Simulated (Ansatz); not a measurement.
Sheets of one type (MnBi2Te4-type), r²SCAN+D4 in the plane-wave PAW code Ansatz; HSE06 gaps on those cells.

```csv
layer,a (Å),thickness (Å),gap (eV),IP (eV)
Bi2NiTe4,4.223,10.63,0.59,4.84
Bi2NiSe4,…,…,…,…
NiSb2Se4,3.913,9.61,0.51,4.86
Bi2VSe4,4.040,9.98,0.58,4.80
```

Problem. Some entries are withheld; supply them.

Solution. 
- Bi2NiSe4, a (Å): 3.985
- Bi2NiSe4, thickness (Å): 9.85
- Bi2NiSe4, gap (eV): 0.87
- Bi2NiSe4, IP (eV): 5.45

Spin orders computed, not proven ground states: Bi2NiTe4, MnBi2Te4-type layer ferromagnetic; Bi2NiSe4, MnBi2Te4-type layer ferromagnetic; NiSb2Se4, MnBi2Te4-type layer ferromagnetic; Bi2VSe4, MnBi2Te4-type layer ferromagnetic. All cells were relaxed under the symmetry of their starts (and spin orders); stability against distortions was not tested throughout. Spin–orbit coupling is left out wherever it is not named. Constructed layers (a layer type filled with these elements): Bi2NiTe4, MnBi2Te4-type layer; Bi2NiSe4, MnBi2Te4-type layer; NiSb2Se4, MnBi2Te4-type layer; Bi2VSe4, MnBi2Te4-type layer.

Potentials: the later of the program's two PAW sets.
